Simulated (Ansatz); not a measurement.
Method: DFT PBE, scalar-relativistic, plane waves, PAW in Ansatz. All cells share a 420 eV cutoff and Γ-centred k meshes spaced at most about 0.3 Å⁻¹ (about 0.25 or finer for metals, 2π included). No spin polarisation in the final relaxations.

All energies are static (0 K, no zero-point motion).

Two relaxed structures of AlGa3N2:

A.

```cif
data_structure
_symmetry_space_group_name_H-M 'P4/mmm'
_symmetry_Int_Tables_number 123
_cell_length_a 5.6466
_cell_length_b 5.6466
_cell_length_c 3.5629
_cell_angle_alpha 90.000
_cell_angle_beta 90.000
_cell_angle_gamma 90.000
_cell_volume 113.60
loop_
_atom_site_label
_atom_site_type_symbol
_atom_site_symmetry_multiplicity
_atom_site_Wyckoff_symbol
_atom_site_fract_x
_atom_site_fract_y
_atom_site_fract_z
_atom_site_occupancy
Al1 Al 1 c 0.50000 0.50000 0.00000 1
Ga1 Ga 1 b 0.00000 0.00000 0.50000 1
Ga2 Ga 2 f 0.00000 0.50000 0.00000 1
N1 N 1 d 0.50000 0.50000 0.50000 1
N2 N 1 a 0.00000 0.00000 0.00000 1
```

B.

```cif
data_structure
_symmetry_space_group_name_H-M 'P6/mmm'
_symmetry_Int_Tables_number 191
_cell_length_a 5.7143
_cell_length_b 5.7143
_cell_length_c 2.8699
_cell_angle_alpha 90.000
_cell_angle_beta 90.000
_cell_angle_gamma 120.000
_cell_volume 81.16
loop_
_atom_site_label
_atom_site_type_symbol
_atom_site_symmetry_multiplicity
_atom_site_Wyckoff_symbol
_atom_site_fract_x
_atom_site_fract_y
_atom_site_fract_z
_atom_site_occupancy
Al1 Al 1 a 0.00000 0.00000 0.00000 1
Ga1 Ga 3 g 0.50000 0.50000 0.50000 1
N1 N 2 c 0.66667 0.33333 0.00000 1
```

Problem. Which would you expect to be lower, and how large is the difference?

Solution. B is lower, by 25 meV/atom. A has space group P4/mmm (No. 123), 18.9 Å³/atom and no gap on its mesh; B has space group P6/mmm (No. 191), 13.5 Å³/atom and no gap. Counting N atoms around Al and Ga (those within 1.25 times the shortest such distance or 1.15 times the sum of covalent radii; a plus sign parts nearer from farther groups; the shortest distance is added where it is long for a bond; a slash parts the counts of unlike sites), A has Al 2, Ga 2/2+4 from 2.8 Å and B has Al 6 from 3.3 Å, Ga 4. The denser one is the lower, and pressure would at first widen the difference. Even the lower one lies +0.56 eV/atom against the reference forms of the elements (uncorrected), so neither is stable at this level. In A, Al has 2 N at 1.78 Å and 4 Ga at 2.82 Å; Ga on a site of symmetry 4/mmm is surrounded by 2 N at 1.78 Å; N on its first site is surrounded by 2 Al at 1.78 Å; 2 more sites not described. In B, Al is surrounded by 2 Al at 2.87 Å, 12 Ga at 3.20 Å and 6 N at 3.30 Å; around Ga lie 4 N at 2.19 Å, 6 Ga at 2.86–2.87 Å and 4 Al at 3.20 Å; around N lie 6 Ga at 2.19 Å, 2 N at 2.87 Å, 3 Al at 3.30 Å and 3 N at 3.30 Å. Both come from invented guesses. A third cell relaxed alike, in R-3m, lies 0.76 eV/atom below the lower of the two.

A magnetic state wasn't ruled out in cells without spin, among them P4/mmm, P6/mmm. Cells relaxed within their symmetry can be saddle points.
